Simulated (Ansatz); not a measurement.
CaNbHO2:
```xyz
5
Lattice="4.0689 0.0000 0.0000 0.0000 4.0689 0.0000 0.0000 0.0000 3.6873" Properties=species:S:1:pos:R:3 pbc="T T T"
Ca     2.0344     2.0344     1.8436
Nb     0.0000     0.0000     0.0000
O      2.0344     0.0000     0.0000
O      0.0000     2.0344     0.0000
H      0.0000     0.0000     1.8436
```

Relaxed with PBE. Special points in fractions of this cell's reciprocal vectors: Γ (0.000, 0.000, 0.000); X (0.000, 0.500, 0.000); M (0.500, 0.500, 0.000); Z (0.000, 0.000, 0.500); R (0.000, 0.500, 0.500); A (0.500, 0.500, 0.500).

List the band energies nearest the Fermi level at these points for PBE in the plane-wave PAW code Ansatz.

In eV from the Fermi level; about four levels below and three above (degenerate sets whole), none deeper than 8.9 eV; points with the same levels are listed once.

| k | below | above |
|---|---|---|
| Γ | -4.40 -4.40 -1.01 -0.37 -0.37 | 0.98 1.81 2.19 |
| X | -5.84 -5.31 -4.97 -0.04 | 0.49 1.56 1.86 |
| M | -7.31 -6.08 -6.08 -4.05 | 1.95 1.95 2.00 |
| Z | -3.10 -1.43 -1.43 -0.50 | 0.82 2.78 3.24 |
| R | -5.47 -4.82 -3.48 -1.89 | 0.76 0.84 1.64 |
| A | -6.66 -6.66 -4.73 -3.91 | 1.17 1.17 1.29 |

Space group P4/mmm. The start of the workflow was typed in or built on a structure type; neither database checked (COD, Materials Project) lists it. Whether it is the stable phase at ambient conditions was not checked. The cell was relaxed with PBE under the symmetry of its start; its stability against distortions is not shown here. The workflow began spin-polarised and lost its moments. The cell computed holds one magnetic atom, so no antiferromagnetic order was within reach. Scalar-relativistic: spin–orbit coupling is off unless named, which matters more the heavier the elements.

Potentials: the earlier of the program's two PAW sets.
